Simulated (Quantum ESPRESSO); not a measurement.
## How field gradients follow strain in SiO$_{2}$ (P3₂21)

```
CELL_PARAMETERS angstrom
      4.91656     0.00000     0.00000
     -2.45828     4.25787     0.00000
      0.00000     0.00000     5.43163
ATOMIC_POSITIONS crystal
  Si 0.00000 0.46880 0.33333
  Si 0.53120 0.53120 0.00000
  Si 0.46880 0.00000 0.66667
  O  0.14454 0.73144 0.54782
  O  0.26856 0.41310 0.21449
  O  0.58690 0.85546 0.88115
  O  0.73144 0.14454 0.45218
  O  0.41310 0.26856 0.78551
  O  0.85546 0.58690 0.11885
```
Geometry: a computed entry of the Materials Project; it was not checked against measured cells. It is SiO2 in P3₂21. Stability against distortions was not tested. Forces on the atoms reach 0.13 eV/Å at this level.

Isotropic strain: all lattice vectors are scaled together, so the volume changes by about three times as much; fractional positions kept.

Method: field gradients by PBE PAW (JTH datasets; density from pw.x of a modified build of Quantum ESPRESSO, gradients reconstructed from it by a script), 22.5 Ha, k-mesh 5×5×4 through Γ. Values are those of the named site's first atom. Cores are frozen. Against all-electron runs on small test molecules, this scheme's |Vzz| missed by −6 % on Si, −2 to +6 % on O.

```tsv
lattice scale factor	Vzz Si (a.u.)	Vzz O (a.u.)
0.98	0.077	0.817
1	0.084	0.926
1.02	0.090	1.032
```
